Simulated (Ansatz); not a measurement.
# ZnO: what the electron mass says about interband coupling

Computed with DFT r2SCAN, scalar-relativistic, plane waves, PAW (Ansatz).

Plane waves to 500 eV, a k mesh through Γ of 12×12×6 on the computed 4-atom cell and Gaussian smearing (0.02 eV); no spin polarisation.

Relaxed cell: P6_3mc, a = 3.235 Å, b = 3.235 Å, c = 5.211 Å, α = 90.00°, β = 90.00°, γ = 120.00°, 4 atoms in the primitive cell.

The direct gap at Γ is 1.238 eV, and at Γ the conduction band has a mass of 0.1909 mₑ and the lightest hole 0.2192 mₑ, both along x.

Q: Use two-band k·p theory to get the Kane energy. As an exercise, what mass follows if the true gap is 1.5 times the computed one (semilocal functionals can miss by more, threefold or worse in zinc and cadmium oxides)?

A: Coupling to the valence top alone gives mₑ/m* = 1 + E_P/E_g, so E_P = E_g (mₑ/m* − 1) = 1.238 × (5.24 − 1) = 5.2 eV. The light hole is the mirror band, mₑ/mₗₕ = E_P/E_g − 1, and gives 6.9 eV; the spread shows what other bands add. Fits to experiment give about 15 to 31 eV for common tetrahedral semiconductors; the figure from the electron is a net one, lowered by higher conduction bands, and semilocal functionals tend to give less. With E_P fixed and E_g = 1.86 eV the mass becomes 0.261 mₑ: in this model the mass grows with the gap, in proportion where E_P ≫ E_g, which is why functionals that close gaps give light electrons. A correction that opens the gap also strengthens the coupling, so the true mass usually rises less. Remote bands and spin-orbit splitting are left out of the model.